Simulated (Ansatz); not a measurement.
Ca:
```
CELL_PARAMETERS angstrom
     -2.21319     2.21319     2.06124
      2.21319    -2.21319     2.06124
      2.21319     2.21319    -2.06124
ATOMIC_POSITIONS crystal
  Ca 0.50000 0.50000 0.00000
```

Relaxed with PBEsol. Special points in fractions of this cell's reciprocal vectors: Γ (0.000, 0.000, 0.000); X (0.000, 0.000, 0.500); M (-0.500, 0.500, 0.500); Z (0.467, 0.467, -0.467); Z0 (-0.467, 0.533, 0.467); P (0.250, 0.250, 0.250); N (0.000, 0.500, 0.000).

Question: List the band energies nearest the Fermi level at these points for the program Ansatz at the PBEsol level (PAW).

Answer: In eV from the Fermi level; about four levels below and three above (degenerate sets whole), none deeper than 8.9 eV; points with the same levels are listed once.

```
k        below           above
-  -----------  --------------
Γ        -4.16  2.12 2.48 2.48
X  -1.05 -0.14  1.63 3.09 3.64
M        -0.07  0.06 3.69 3.69
Z        -0.04  0.06 3.46 3.46
P            –  0.31 0.31 0.41
N        -0.89  0.11 1.20 3.41
```

Space group I4/mmm (body-centred tetragonal). The workflow started from a Materials Project entry (that database holds measured and hypothetical structures alike); the Crystallography Open Database copy checked does not list it. It is not the phase usual at ambient conditions (space group No. 225). The cell was relaxed with PBEsol under the symmetry of its start. At this level the phase is mechanically unstable.

Potentials: the earlier of the program's two PAW sets. The files were generated under PBE; for other functionals the program regenerates the frozen cores, and for LDA and PBEsol the local potential too.
